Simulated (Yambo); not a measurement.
Quantum ESPRESSO input (LDA, PseudoDojo standard norm-conserving files, scalar-relativistic) whose wavefunctions are converted with p2y:

```
&CONTROL
  calculation = 'nscf'
  pseudo_dir = './pseudo'
  outdir = './out'
/
&SYSTEM
  ibrav = 0
  nat = 5
  ntyp = 3
  ecutwfc = 74.0
  ecutrho = 296.0
  occupations = 'fixed'
  force_symmorphic = .true.
  nbnd = 165
/
&ELECTRONS
  conv_thr = 5e-09
  diago_full_acc = .true.
  diago_thr_init = 1e-08
/
ATOMIC_SPECIES
H 1.0080 H.upf
Ca 40.0780 Ca.upf
Rb 85.4678 Rb.upf
CELL_PARAMETERS angstrom
  4.520970000000   0.000000000000   0.000000000000
  0.000000000000   4.520970000000   0.000000000000
  0.000000000000   0.000000000000   4.520970000000
ATOMIC_POSITIONS crystal
H   0.500000000000   0.000000000000   0.500000000000
H   0.000000000000   0.500000000000   0.500000000000
H   0.500000000000   0.500000000000   0.000000000000
Ca   0.500000000000   0.500000000000   0.500000000000
Rb   0.000000000000   0.000000000000   0.000000000000
K_POINTS automatic
2 2 2 0 0 0
```

Yambo's initialisation report on symmetry, reciprocal space, the k grid and the gaps on this mesh:

```
  [02.02] Symmetries
  ==================

  Inversion symmetry    : yes
  Spatial inversion     : yes
  Inversion index       :  25
  K-space Time-reversal : no
  Magnetic symmetries   : no
  Group table correct   : yes
  Symmetries units      :  [cc]

  [02.03] Reciprocal space
  ========================

  nG shells         :   458
  nG charge         :   53715
  nG WFs            :   8217
  nC WFs            :   6776
  G-vecs. in first 45 shells:  [ Number ]
     1    7   19   27   33   57   81   93  123
    147   171   179   203   251   257   305   341   365
    389   437   461   485   515   587   619   691   739
    751   799   847   895   925   949  1021  1045  1141
   1189  1213  1237  1309  1357  1365  1419  1503  1551
  ...
  Shell energy in first 45 shells:  [ mHa ]
    0.00000      270.439      540.877      811.316      1081.75      1352.19      1622.63      2163.51      2433.95
    2704.39      2974.83      3245.26      3515.70      3786.14      4327.02      4597.46      4867.90      5138.33
    5408.77      5679.21      5949.65      6490.53      6760.97      7031.40      7301.84      7842.72      8113.16
    8654.04      8924.48      9194.91      9465.35      9735.79      10006.2      10276.7      10817.5      11088.0
    11358.4      11628.9      11899.3      12169.7      12440.2      12981.1      13251.5      13521.9      13792.4
  ...

  [02.04] K-grid lattice
  ======================

  Compatible Grid is   : 3D
  Base K vectors       :  K_min[ 1 ]  K_min[ 2 ]  K_min[ 3 ]
  K_min[ 1 ] : -0.500000  0.000000  0.000000 [rlu]
  K_min[ 2 ] :  0.000000  0.000000 -0.500000 [rlu]
  K_min[ 3 ] :  0.000000 -0.500000  0.000000 [rlu]
  Grid dimensions      :  2  2  2
  K lattice UC volume  :  0.049723 [a.u.]

  IBZ K-points                                      :   4
  BZ  K-points                                      :   8

  K/Q-points units:
  rlu = crystal or reduced units; cc = cartesian coordinates; iku = interal k-units

  K [1]          [rlu]:  0.000000  0.000000  0.000000
         WF components:   6667
  K [2]          [rlu]:  0.000000  0.000000 -0.500000
         WF components:   6696
  K [3]          [rlu]:  0.000000 -0.500000 -0.500000
         WF components:   6728
  K [4]          [rlu]: -0.500000 -0.500000 -0.500000
         WF components:   6776

  [02.05] Energies & Occupations
  ==============================

  [X] === General ===
  [X] Electronic Temperature                        :  0.000000  0.000000 [eV K]
  [X] Bosonic    Temperature                        :  0.000000  0.000000 [eV K]
  [X] Finite Temperature mode                       : no
  [X] El. density                                   :  0.23808E+24 [cm-3]
  [X] Fermi Level                                   :  2.007063 [eV]

  [X] === Gaps and Widths ===
  [X] Conduction Band Min                           :  2.918158 [eV]
  [X] Valence Band Max                              :  0.000000 [eV]
  [X] Filled Bands                                  :  11
  [X] Empty Bands                                   :   12  165
  [X] Direct Gap                                    :  2.918158 [eV]
  [X] Direct Gap localized at k                     :  3
  [X] Indirect Gap                                  :  2.918158 [eV]
  [X] Indirect Gap between kpts                     :  3  3
  [X] Last valence band width                       :  0.401714 [eV]
  [X] 1st conduction band width                     :  3.004959 [eV]
```
The gaps are LDA values on this mesh alone; only operations without fractional translations are kept.

Geometry of the Materials Project entry, not relaxed at this level.
